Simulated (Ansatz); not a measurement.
## Response of Zn to small distortions

```
Zn
1.0
     2.66480    0.00000    0.00000
    -1.33240    2.30778    0.00000
     0.00000    0.00000    4.94670
Zn
2
Direct
  0.33333 0.66667 0.25000
  0.66667 0.33333 0.75000
```

Atoms are numbered in the order listed.

Conventional cell: a = 2.665 Å, b = 2.665 Å, c = 4.947 Å, α = 90.00°, β = 90.00°, γ = 120.00°. Zn (atom 1) has 12 Zn at 2.66 to 2.91 Å as nearest neighbours.

The cell comes from COD entry 9008522, which wasn't checked; take it as a given geometry.

All numbers below come from DFT, PBEsol, all-electron LAPW, scalar-relativistic in Ansatz 0.2.0.

Settings: a Γ-centred 16×16×8 k mesh, Fermi–Dirac smearing of 0.03 eV, basis error target 0.25 meV/atom, no spin polarisation.

The unchanged cell is at -5.49 GPa.

In a metal, stresses and small energies carry noise from the k mesh.

x, y and z are the Cartesian axes of the cell as listed; fractional coordinates follow a strain, and an engineering shear is twice the off-diagonal strain component.

(1) With this change (equal xy, yz and zx engineering shear strains of -2 %), what becomes of the energy and stress?

(2) With this change (equal xy, yz and zx engineering shear strains of -1 %), what becomes of the energy and stress?

With equal xy, yz and zx engineering shear strains of +1 %: energy change under 1 meV/atom; stress change (xx, yy, zz, yz, xz, xy) 0.05, 0.02, 0.05, -0.54, -0.53, -0.79 GPa, compression positive.

(3) With this change (equal xy, yz and zx engineering shear strains of +2 %), what becomes of the energy and stress and forces?

Answers

(1) Energy change +4 meV/atom; stress change (xx, yy, zz, yz, xz, xy) 0.20, 0.16, 0.03, 1.06, 1.02, 1.59 GPa, compression positive.

(2) Energy change under 1 meV/atom; stress change (xx, yy, zz, yz, xz, xy) 0.03, 0.04, 0.05, 0.58, 0.57, 0.82 GPa, compression positive.

(3) Energy change +3 meV/atom; stress change (xx, yy, zz, yz, xz, xy) 0.33, 0.18, 0.02, -0.85, -0.81, -1.41 GPa, compression positive; change of the force on Zn2 (-0.013, -0.002, 0.000) eV/Å.
